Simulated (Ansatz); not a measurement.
## Ag: from a starting cell to a relaxed one

The start is a generated trial cell of Ag in the beta-W structure type. The cell and all atomic positions are relaxed at zero pressure with PBE (plane waves to 420 eV, PAW, scalar-relativistic; Ansatz, a program for electronic structure). The first steps use a coarse 6×6×6 k-mesh.

Input geometry:
```
Ag
1.0
    5.18720     0.00000     0.00000
    0.00000     5.18720     0.00000
    0.00000     0.00000     5.18720
Ag
8
Direct
  0.25000   0.00000   0.50000
  0.75000   0.00000   0.50000
  0.00000   0.50000   0.25000
  0.00000   0.50000   0.75000
  0.50000   0.25000   0.00000
  0.50000   0.75000   0.00000
  0.00000   0.00000   0.00000
  0.50000   0.50000   0.50000
```

What pressure does the first self-consistent step give?

+5.5 GPa (positive: the cell is compressed).

How much energy is released per atom?

0.02 eV/atom.

How does the volume change?

+5.8 %, from 17.45 to 18.45 Å³/atom.

Is the relaxed structure metallic? Give its gap.

Zero (metallic).

Write out the relaxed structure.


```cif
data_Ag8
_chemical_formula_sum 'Ag8'
_space_group_name_H-M_alt 'Pm-3n'
_space_group_IT_number 223
_space_group_name_Hall '-P 4n 2 3'
_cell_length_a 5.28486
_cell_length_b 5.28486
_cell_length_c 5.28486
_cell_angle_alpha 90.000
_cell_angle_beta 90.000
_cell_angle_gamma 90.000
loop_
_atom_site_label
_atom_site_type_symbol
_atom_site_symmetry_multiplicity
_atom_site_Wyckoff_symbol
_atom_site_fract_x
_atom_site_fract_y
_atom_site_fract_z
_atom_site_occupancy
Ag1 Ag 6 c 0.00000 0.50000 0.25000 1
Ag2 Ag 2 a 0.00000 0.00000 0.00000 1
```

The space group stays Pm-3n (No. 223) (the run could not lower it), with 8 atoms in the primitive cell. Final values are on a 9×9×9 k-mesh of the relaxed cell. No spin polarisation in the result.

The run could not lose the symmetry of its start, so the end can be a saddle point.

All atoms sit on sites fixed by symmetry, so only the cell could relax.

The relaxed structure here is a generated cell of Ag: the first start was made by placing the elements on the sites of a structure type, and the end was not matched to a known phase here, so it may be hypothetical. Known forms of Ag include space group No. 225.
